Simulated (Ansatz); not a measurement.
# Magnetic orders of Mn3Cu

The calculation used DFT PBEsol, scalar-relativistic, plane waves, PAW (Ansatz 0.2.0).

```cif
data_structure
_symmetry_space_group_name_H-M 'P 1'
_symmetry_Int_Tables_number 1
_cell_length_a 3.4824
_cell_length_b 3.4824
_cell_length_c 3.4824
_cell_angle_alpha 90.000
_cell_angle_beta 90.000
_cell_angle_gamma 90.000
_cell_volume 42.23
loop_
_atom_site_label
_atom_site_type_symbol
_atom_site_fract_x
_atom_site_fract_y
_atom_site_fract_z
_atom_site_occupancy
Mn1 Mn 0.00000 0.50000 0.50000 1
Mn2 Mn 0.50000 0.00000 0.50000 1
Mn3 Mn 0.50000 0.50000 0.00000 1
Cu1 Cu 0.00000 0.00000 0.00000 1
```

```
plane-wave cutoff                               : 420 eV
Γ-centred k-mesh                                : 12×12×12
occupation rule                                 : Gaussian smearing, 0.1 eV
list of starting moments (μB, in atom order)    : 4 4 4 0
check for lower electronic states after the SCF : off
```

Each order was relaxed in cell and atoms. Signs run over the atoms with starting moments. Site moments are spin moments in atom-centred spheres that scale with the neighbour distance. The states are those that the runs reached from these starts; a lower one can exist.

Q: Order the starts by the energy of the state that they reach, lowest first.
A. no spin
B. ferrimagnetic in the cell, signs ++-
C. ferromagnetic

A: B (0.00 meV/atom), C (76.9 meV/atom), A (78.4 meV/atom).

```
                               start ends energy above lowest (meV/atom) site moments (μB) gap on mesh (eV) volume (Å³/atom)
                             no spin non-magnetic                            78.4           none over 0.05             metal             10.52
                       ferromagnetic ferromagnetic                            76.9            Mn +0.40 (×3) metal             10.56
ferrimagnetic in the cell, signs ++-  ferrimagnetic                            0.00  Mn +1.86 (×2), Mn -2.31             metal             11.18
```

Cost: 3 runs of about 8.3 core-minutes in all, on Intel Xeon Processor @ 2.70GHz (shared hosts).